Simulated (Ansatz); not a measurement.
In r²SCAN (plane waves, PAW; program Ansatz), BAs in the hexagonal phase (P6_422; B on 3c, As on 3d) relaxes to a = 3.446 Å, c = 7.458 Å.

The Kohn–Sham gap is 0.67 eV (indirect). The valence maximum lies at Γ and the conduction minimum at M (3 equivalent valleys). HSE06 on the same cell gives 0.97 eV. Gap from r²SCAN with spin–orbit coupling: 0.67 eV. The electron mass is 0.20, 0.33, 0.34 mₑ (principal values). The hole mass is 0.18, 0.44, 0.44 mₑ (principal values).

The bulk modulus is 1440 kbar. Bader charges are B +0.14, As -0.14 e.

The start of the workflow was typed in or built on a structure type; neither database checked (COD, Materials Project) lists it. It is not the phase usual at ambient conditions (space group No. 216). Symmetry was held in the r²SCAN relaxation; its stability against distortions is not shown here. Scalar-relativistic: spin–orbit coupling is off unless named, which matters more the heavier the elements.

Potentials: the earlier of the program's two PAW sets.
